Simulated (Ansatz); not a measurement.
Input for Ansatz (plane-wave DFT, PAW):

```yaml
crystal:
  lattice:
    - [4.109869527, 0.0, 0.0]
    - [0.0, 4.109869527, 0.0]
    - [0.0, 0.0, 4.109869527]
  atoms:
    - { symbol: K, position: [0.0, 0.0, 0.0] }
    - { symbol: Co, position: [0.5, 0.5, 0.5], spin: 2.8 }
    - { symbol: F, position: [0.0, 0.5, 0.5] }
    - { symbol: F, position: [0.5, 0.0, 0.5] }
    - { symbol: F, position: [0.5, 0.5, 0.0] }
basis:
  ecutwfc: 420
kpoints:
  mp_grid: { grid: [10, 10, 10] }
hamiltonian:
  xc: pbesol
scf:
  occupations: { method: gaussian, width: 0.1 }
output:
  forces: true
  stress: true
  eigenvalues: true
  populations: true
magnetization:
  spin_polarized: true
```

Command:
```bash
ansatz run input.yaml --threads 1 --pin off --max-ram 2560MiB --backend cpu --events-out ev --progress --plain --runs-dir out
```

Theory: Ansatz, DFT PBEsol, scalar-relativistic, plane waves, PAW.

From the run's log, abridged (final results; tables in files aren't shown):

```
SCF 1 converged in 16 iterations: F = -9012.586260 eV  dr2 = 3.77e-10
SCF converged after 16 iterations
an eigenvalue changed by more than its tolerance at an iteration that met the thresholds in force, so the SCF went on 1 time: the last check found none over its tolerance
Magnetization: 3.0000 μB (25.0000 up, 22.0000 down)
Absolute magnetization: 3.0224 μB (∫|ρ↑−ρ↓|, with the PAW one-centre terms)
Spin contamination: 0.0047 ħ² per cell (⟨S²⟩ above its minimum at these occupations)
Per-site moments (μB) at R_I (Å): [(-0.00110411, 1.19877310), (2.56814159, 0.84766058), (0.09138694, 0.84766058), (0.09138694, 0.84766058), (0.09138694, 0.84766058)]
Free energy (F): -9012.586260 eV
Harris-Foulkes:  -9012.586260 eV  (|F-HF|=4.95e-10)
Internal energy: -9012.556353 eV  (E = F + TS)
E sigma→0 (E₀):  -9012.571307 eV
Entropy (-TS):   -0.029907 eV (-5.981 meV/atom)
Fermi energy:    6.569081 eV
--- Per-component energies (eV) ---
  E_band       = -611.183024
  E_kinetic    = 1310.623737
  E_local      = -6501.191092  (includes V_loc(G=0)·N_el)
  E_nonlocal   = 704.607637
  E_hartree    = 2628.884487
  E_xc         = -521.522719
  E_vxc        = -664.970396  (∫ρ·V_xc dr)
  E_paw        = -2829.002977  (= ΣΔE_a)
  E_vpaw       = -718.028106  (= ΣTr[D̂ρ^β])
  E_aug_tail   = 0.006316  (compensation charges beyond the density's cutoff)
  E_ewald      = -3805.385374
  E_core_change = 0.423632  (= ΣΔE_core)
  E_smearing   = -0.029907  (= −TS)
--- Forces (eV/Å), atoms counted from 1 ---
  atom   1  K      0.00000000     0.00000000     0.00000000
  atom   2  Co     0.00000000     0.00000000     0.00000000
  atom   3  F      0.00000000     0.00000000     0.00000000
  atom   4  F      0.00000000     0.00000000     0.00000000
  atom   5  F      0.00000000     0.00000000     0.00000000
--- Stress (GPa, compression-positive) ---
       -4.222850       0.000000       0.000000
        0.000000      -4.222850       0.000000
        0.000000       0.000000      -4.222850
  P = ⅓ Tr σ = -4.2229 GPa (-42.229 kbar)
--- Band table (eV; the first three rows and the last of 112) ---
  k-point 0 ↑: bands = ["-90.0313", "-53.4518", "-53.4518", "-53.4518", "-22.6269", "-17.1272", "-16.6038", "-16.6038", "-6.1781", "-6.1781", "-6.1781", "0.3396", "0.3396", "0.3396", "2.1971", "2.1971", "2.1971", "2.3643", "2.3643", "2.3643", "3.6923", "3.6923", "3.8683", "3.8683", "3.8683", "8.8593", "12.9102", "12.9102", "14.7082", "15.2743"]
  k-point 1 ↑: bands = ["-90.0313", "-53.4518", "-53.4518", "-53.4518", "-22.6252", "-17.1163", "-16.6113", "-16.6032", "-6.1788", "-6.1745", "-6.1745", "0.2439", "0.3493", "0.3493", "2.1425", "2.1425", "2.1780", "2.2020", "2.3321", "2.3321", "3.6925", "3.8694", "3.8849", "3.9450", "3.9450", "9.0378", "12.9894", "12.9966", "14.7444", "15.2677"]
  k-point 2 ↑: bands = ["-90.0313", "-53.4520", "-53.4518", "-53.4518", "-22.6207", "-17.0862", "-16.6323", "-16.6017", "-6.1804", "-6.1649", "-6.1649", "0.0010", "0.3769", "0.3769", "1.9115", "1.9827", "1.9827", "2.1288", "2.2870", "2.2870", "3.6931", "3.8723", "4.1213", "4.1213", "4.2460", "9.5412", "13.1749", "13.2019", "14.8745", "15.2502"]
  k-point 55 ↓: bands = ["-86.8677", "-50.3556", "-50.3556", "-50.3556", "-22.5871", "-16.5284", "-16.5284", "-16.5284", "-6.3204", "-6.3204", "-6.3204", "-1.0605", "0.7621", "0.7621", "1.0622", "1.0622", "1.0622", "2.8681", "2.8681", "2.8681", "6.8047", "6.8047", "6.8047", "8.9772", "8.9772", "12.9167", "12.9167", "12.9167", "16.0802", "16.1563"]
--- Löwdin populations: 5 sites ---
  site symbol q [e]    m [muB]
     0      K      8.1895    -0.0003
     1     Co     15.7026     2.6688
     2      F      7.6442     0.1099
     3      F      7.6442     0.1099
     4      F      7.6442     0.1099
  spilling = 0.003730 (of n_electrons = 47.000000)
```

The calculation finished and met its thresholds.

Time: 38 s on 1 thread of Arm Neoverse V1, on a shared host, peak memory 0.45 GiB.

The cell holds one magnetic atom, so it can only be ferromagnetic; an antiferromagnetic order may lie lower.